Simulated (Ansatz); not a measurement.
Relaxation of a generated trial cell of SnO in the CsCl structure type; 2 atoms in the cell, which starts as Pm-3m (No. 221), cP2; a = 2.823 Å, b = 2.823 Å, c = 2.823 Å, α = 90.00°, β = 90.00°, γ = 90.00°. Method: PBE (plane waves to 420 eV, PAW, scalar-relativistic; Ansatz, a program for electronic structure). Γ-centred k-mesh 8×8×8 on the run's cell (coarser than for final values), Fermi–Dirac smearing 0.05 eV. This is the first round of the run. 

The optimiser's lines from the output (shortened; P is positive under compression):

```
relax step   1: F+E_penalty+E_count = -6589.03563759 eV  Δ(F+E_penalty+E_count) = +0.000e0 eV  max|allowed force component| = 5.949e-30 eV/Å  Δτ_max = 0.0000 Å  P = +62.002 GPa  Ω = 22.505 Å³  (6 SCF iters, dr2 threshold 1.00e-7 eV, accepted)
relax step   2: F+E_penalty+E_count = -6589.91204110 eV  Δ(F+E_penalty+E_count) = -8.764e-1 eV  max|allowed force component| = 1.159e-30 eV/Å  Δτ_max = 0.0000 Å  P = +23.725 GPa  Ω = 25.959 Å³  (6 SCF iters, dr2 threshold 2.00e-7 eV, accepted)
relax step   3: F+E_penalty+E_count = -6590.14754351 eV  Δ(F+E_penalty+E_count) = -2.355e-1 eV  max|allowed force component| = 1.652e-30 eV/Å  Δτ_max = 0.0000 Å  P = +5.843 GPa  Ω = 28.680 Å³  (6 SCF iters, dr2 threshold 2.00e-7 eV, accepted)
relax step   4: F+E_penalty+E_count = -6590.16707574 eV  Δ(F+E_penalty+E_count) = -1.953e-2 eV  max|allowed force component| = 1.397e-30 eV/Å  Δτ_max = 0.0000 Å  P = -0.508 GPa  Ω = 30.019 Å³  (6 SCF iters, dr2 threshold 2.00e-7 eV, accepted)
relax step   5: F+E_penalty+E_count = -6590.16742472 eV  Δ(F+E_penalty+E_count) = -3.490e-4 eV  max|allowed force component| = 1.011e-30 eV/Å  Δτ_max = 0.0000 Å  P = +0.001 GPa  Ω = 29.902 Å³  (6 SCF iters, dr2 threshold 2.00e-7 eV, accepted)
relax step   6: F+E_penalty+E_count = -6590.23185319 eV  Δ(F+E_penalty+E_count) = -6.443e-2 eV  max|allowed force component| = 1.356e-30 eV/Å  Δτ_max = 0.0000 Å  P = +2.888 GPa  Ω = 29.902 Å³  stress off target by 2.89e0 GPa  SCF on the basis re-selected at this cell (its energy is not comparable with the rows above)  (7 SCF iters)
relax step   7: F+E_penalty+E_count = -6590.23775619 eV  Δ(F+E_penalty+E_count) = -5.903e-3 eV  max|allowed force component| = 1.011e-30 eV/Å  Δτ_max = 0.0000 Å  P = +0.534 GPa  Ω = 30.571 Å³  (6 SCF iters, dr2 threshold 2.00e-7 eV, accepted)
relax step   8: F+E_penalty+E_count = -6590.23773055 eV  Δ(F+E_penalty+E_count) = +2.563e-5 eV  max|allowed force component| = 2.547e-31 eV/Å  Δτ_max = 0.0000 Å  P = +0.026 GPa  Ω = 30.727 Å³  (6 SCF iters, dr2 threshold 2.00e-7 eV, accepted)
relax step   9: F+E_penalty+E_count = -6590.23771545 eV  Δ(F+E_penalty+E_count) = +1.511e-5 eV  max|allowed force component| = 4.799e-30 eV/Å  Δτ_max = 0.0000 Å  P = +0.000 GPa  Ω = 30.735 Å³  (7 SCF iters, dr2 threshold 1.72e-9 eV, accepted)
relax step  10: F+E_penalty+E_count = -6590.23917614 eV  Δ(F+E_penalty+E_count) = -1.461e-3 eV  max|allowed force component| = 2.892e-30 eV/Å  Δτ_max = 0.0000 Å  P = +0.020 GPa  Ω = 30.735 Å³  stress off target by 1.95e-2 GPa  SCF on the basis re-selected at this cell (its energy is not comparable with the rows above)  (6 SCF iters)
```

From the first to the last row the energy changes by -0.60 eV/atom and the volume by +36.6 %. The last row is marked as not comparable with the walk above it, whose basis was carried along; it does compare with step 1, since both stand on a basis selected at the nominal cutoff for their own cell.

Energy and pressure jump between steps 5 and 6 at one geometry, where the plane-wave basis was selected anew. While the cell walks, the set of plane waves is carried along, so its effective cutoff drifts with the strain; re-selecting it at 420 eV moved the energy by -0.032 eV/atom and the pressure by 2.9 GPa. Only step 1 and rows on a re-selected basis compare with each other.

Later rounds, restarted from the end of this one on a renewed k-mesh, logged 8 more steps and released under 0.01 eV/atom more. The final structure after all rounds: Pm-3m (No. 221), cP2, CsCl type; a = b = c = 3.132 Å, α = β = γ = 90.00°. Between re-selections the logged energies stand on a plane-wave basis carried along with the cell. No spin polarisation in the result.

The run could not lose the symmetry of its start, so the end can be a saddle point.

All atoms sit on sites fixed by symmetry, so only the cell could relax.

The relaxed structure here is a generated cell of SnO: the first start was made by placing the elements on the sites of a structure type, and the end was not matched to a known phase here, so it may be hypothetical. Known forms of SnO include space group No. 129.
